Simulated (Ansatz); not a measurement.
A trial cell of Cd₃Te₂S, before relaxation:

Space group P-4m2 (No. 115). a = 4.402 Å, b = 4.402 Å, c = 7.323 Å, α = 90.00°, β = 90.00°, γ = 90.00°
```tsv
atom	site	symmetry	x	y	z
Cd	1a	-4m2	0.0000	0.0000	0.0000
Cd	2g	2mm.	0.5000	0.0000	0.6756
Te	2g	2mm.	0.5000	0.0000	0.2671
S	1b	-4m2	0.5000	0.5000	0.0000
```

These are results of Ansatz, DFT PBE, scalar-relativistic, plane waves, PAW, not measurements. Cutoff 420 eV, Gaussian smearing, Γ-centred meshes. Cell and atoms relax first on a coarse mesh and then on a finer one. In between, the cell is made exact in the group found at 0.06 Å. In metals the finer mesh still leaves noise of several meV/atom or more. The steps can't lower the symmetry of their start. No spin polarisation.

A guess keeps its type if space group and coordination stay and the shape of the cell changes little (axis ratios within about 15 %, angles within 6°); the volume may change.

Q: Will the relaxed cell still be of the starting type?

A: It doesn't keep its type. The symmetry stays P-4m2 (No. 115). The volume per atom grows by 27.1 %, from 23.7 to 30.1 Å³. The shortest distance goes from 2.94 Å (Cd–Te and Te–S) to 2.81 Å (Cd–S). The ratio c/a of the conventional cell changes by a factor of 1.74. Counting neighbours within 15 % of an atom's shortest distance, the start has Cd 9/12, S 12, Te 9 and the end Cd 4/5, S 4, Te 5. In detail, at the end Cd on a site of symmetry -4m2 is surrounded by 4 S at 2.81 Å; around Te lie 5 Cd at 2.95–2.99 Å; around S lie 4 Cd at 2.81 Å; 1 more site not described.

```
CELL_PARAMETERS angstrom
3.96743 0.00000 0.00000
0.00000 3.96743 0.00000
0.00000 0.00000 11.46033
ATOMIC_POSITIONS crystal
Cd 0.00000 0.00000 0.00000
Cd 0.50000 0.00000 0.59046
Cd 0.00000 0.50000 0.40954
Te 0.50000 0.00000 0.32931
Te 0.00000 0.50000 0.67069
S 0.50000 0.50000 0.00000
```

The zero of energy is the elements' standard structures at the same level; no fitted shifts are applied.

Q: At what energy does it end?

A: −0.16 eV/atom. It lies below the elements, which doesn't yet make it stable against other compounds or structures.

The last run used a 10×10×4 mesh (in the run's order of axes) for its 6-atom cell and Gaussian smearing of 0.10 eV. No dispersion correction is applied, so the spacing and binding between layers, chains or molecules are poorly described. Spin–orbit coupling, which can matter for Te, is left out. The reference forms of S and Te are held partly by dispersion forces, which this level lacks. Symmetry constrained the relaxation, so the result can be a saddle point.

In counts of neighbours, a slash parts the counts of unlike sites.
